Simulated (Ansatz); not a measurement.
An elastic tensor (GPa, Voigt order, standard axes) from the program Ansatz at the r²SCAN level (PAW):

|  | 1 | 2 | 3 | 4 | 5 | 6 |
|---|---|---|---|---|---|---|
| 1 | 267 | 148 | 131 | -8.7 | 0.0 | 0.0 |
| 2 | 148 | 267 | 131 | 8.7 | 0.0 | 0.0 |
| 3 | 131 | 131 | 274 | 0.0 | 0.0 | 0.0 |
| 4 | -8.7 | 8.7 | 0.0 | 64.8 | 0.0 | 0.0 |
| 5 | 0.0 | 0.0 | 0.0 | 0.0 | 64.8 | -8.7 |
| 6 | 0.0 | 0.0 | 0.0 | 0.0 | -8.7 | 59.4 |

### Question
Pick the material that matches.
A. MgO, P3m1 (Pearson symbol hP12)
B. ZnInGaO4, R3m (Pearson symbol hR7)
C. Cr2C, P-3m1 (Cr on 2d, C on 1b)
D. CoPtO2, R-3m (Co on 3b, Pt on 3a, O on 6c)

### Answer
B, ZnInGaO4, R3m (Pearson symbol hR7)

The cell was relaxed with r²SCAN under the symmetry of its start.

Potentials: the later of the program's two PAW sets.
